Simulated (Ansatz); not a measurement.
A geometry of Pt away from equilibrium: step 2 of the relaxation of a relaxed Pt cell displaced along its unstable phonon at q = Γ (40i cm⁻¹), largest move 0.15 Å. Method: r2SCAN (plane waves to 500 eV, PAW, scalar-relativistic; Ansatz, a program for electronic structure). Γ-centred k-mesh 14×14×7 on the run's cell (coarser than for final values), Fermi–Dirac smearing 0.05 eV.

```xyz
2
Lattice="2.7380 0.0000 0.0000 -1.3690 2.3730 0.0000 0.0000 0.0000 4.7992" Properties=species:S:1:pos:R:3:forces:R:3 pbc="T T T" free_energy=-25076.489 pressure_GPa=-2.4
Pt     0.0000     1.3106     1.1998    0.0000   -0.2239    0.0000
Pt     1.3690     1.0624     3.5994    0.0000    0.2239    0.0000
```

Positions in Å, forces in eV/Å, free energy of the cell in eV (comparable only within this code, potentials and settings). Largest force: 0.22 eV/Å, on Pt1, Pt2 (atoms numbered as listed); the geometry lies 0.02 eV/atom above the end of its relaxation.

No spin polarisation in the result.

The run could not lose the symmetry of its start, so the end can be a saddle point.

The end of the path is a generated cell of Pt: the first start was made by placing the elements on the sites of a structure type, and the end was not matched to a known phase here, so it may be hypothetical. Known forms of Pt include space group No. 225.
